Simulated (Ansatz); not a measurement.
ZrTa:
```yaml
crystal:
  lattice:
    - [2.84889, 0.00000, 0.00000]
    - [0.00000, 2.84889, 0.00000]
    - [0.00000, 0.00000, 4.85653]
  atoms:
    - { symbol: Ta, position: [0.00000, 0.00000, 0.00000] }
    - { symbol: Zr, position: [0.50000, 0.50000, 0.50000] }
```

Relaxed with PBEsol. Special points in fractions of this cell's reciprocal vectors: Γ (0.000, 0.000, 0.000); X (0.000, 0.500, 0.000); M (0.500, 0.500, 0.000); Z (0.000, 0.000, 0.500); R (0.000, 0.500, 0.500); A (0.500, 0.500, 0.500).

### Question
List the band energies nearest the Fermi level at these points for PBEsol with spin–orbit coupling in the plane-wave PAW code Ansatz.

### Answer
In eV from the Fermi level; about four levels below and three above (degenerate sets whole), none deeper than 8.9 eV; points with the same levels are listed once.

```csv
k,below,above
Γ,-2.60 -2.60 -0.49 -0.49,1.55 1.55 1.59 1.59
X,-0.41 -0.41 -0.20 -0.20,2.34 2.34 2.92 2.92
M,-2.71 -2.71 -2.63 -2.63,4.04 4.04 4.72 4.72
Z,-1.42 -1.42 -0.24 -0.24,0.17 0.17 3.18 3.18
R,-0.65 -0.65 -0.06 -0.06,0.99 0.99 1.79 1.79
A,-0.55 -0.55 -0.30 -0.30,1.52 1.52 2.78 2.78
```

Space group P4/mmm (L1₀ or tetragonal B2). The start of the workflow was typed in or built on a structure type; neither database checked (COD, Materials Project) lists it. Its standing as an ambient phase is unchecked. Symmetry was held in the PBEsol relaxation. At this level the phase is mechanically unstable. The run is not spin-polarised. Its formation energy is positive at this level, so the cell may be metastable or incomplete.

Potentials: the later of the program's two PAW sets.
